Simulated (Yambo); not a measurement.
Rb$_{2}$LiRhF$_{6}$ (space group Fm-3m, No. 225), G0W0@PBEsol in Yambo with this input:

```
rim_cut
gw0
dyson
el_el_corr
HF_and_locXC
ppa
em1d
RandQpts= 1000000
RandGvec= 1 Ry
EXXRLvcs= 88 Ry
VXCRLvcs= 352 Ry
Chimod= "HARTREE"
% BndsRnXp
 6 | 225 |
%
NGsBlkXp= 7 Ry
% LongDrXp
 1.0 | 1.0 | 1.0 |
%
PPAPntXp= 27.2114 eV
% GbndRnge
 1 | 225 |
%
GTermKind= "BG"
DysSolver= "n"
ExtendOut
```

On a 2×2×2 mesh, with wavefunctions cut at 88 Ry, the gap (X → X) is 5.133 eV and the valence edge shifts by -1.418 eV.

Q: What happens with this change: 113 bands in W?

A: The gap rises by 0.057 eV, to 5.190 eV; the shift of the valence edge becomes -1.319 eV. Neither run is shown to be the converged limit.

Spin-orbit coupling is not included.

Geometry of the Materials Project entry, not relaxed at this level; primitive cell a = 5.9344 Å, b = 5.9344 Å, c = 5.9344 Å, α = 60.00°, β = 60.00°, γ = 60.00°.

The structure is a Materials Project entry; no match was found in the copy of COD used, and its stability was not checked.

A shift is the quasiparticle energy of the state minus its PBEsol energy.
